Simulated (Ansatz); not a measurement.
Starting cell, SrVO₃ (cubic perovskite):

```
SrVO3
1.0
    3.85813     0.00000     0.00000
    0.00000     3.85813     0.00000
    0.00000     0.00000     3.85813
Sr V O
1 1 3
Cartesian
  0.00000   0.00000   0.00000
  1.92906   1.92906   1.92906
  0.00000   1.92906   1.92906
  1.92906   1.92906   0.00000
  1.92906   0.00000   1.92906
```

In this cell atom 1 (Sr, nearest neighbour O at 2.728 Å; its periodic images, 3.9 Å or more away, move with it) is moved by s along Cartesian [111], unit vector (0.577, 0.577, 0.577); all other atoms and the cell stay fixed.

These are PBE (plane waves to 420 eV, PAW, scalar-relativistic; Ansatz, an electronic-structure program) values and carry that method's errors. k mesh 10×10×10 (Γ-centred), Fermi-Dirac smearing 0.05 eV. E stands for the smeared free energy. With partly filled bands, energies and forces of such displacements shift with the k mesh and the smearing. SrVO3 is run without spin polarisation and with no Hubbard U. SrVO3 was relaxed with its symmetry unable to fall. The PAW data are Ansatz's earlier set. ΔE is measured from the undisplaced structure.

Problem. Estimate the ΔE (meV/cell) for s (Å) = -0.270, -0.162, -0.108, -0.054, 0.054, 0.216.

Solution. 
```tsv
s (Å)	ΔE (meV/cell)
-0.270	165
-0.162	55
-0.108	24
-0.054	6
0.054	6
0.216	102
```

(For displaced atoms, the force is minus the slope of the energy, and its curvature is a force constant, which sets phonon frequencies.)
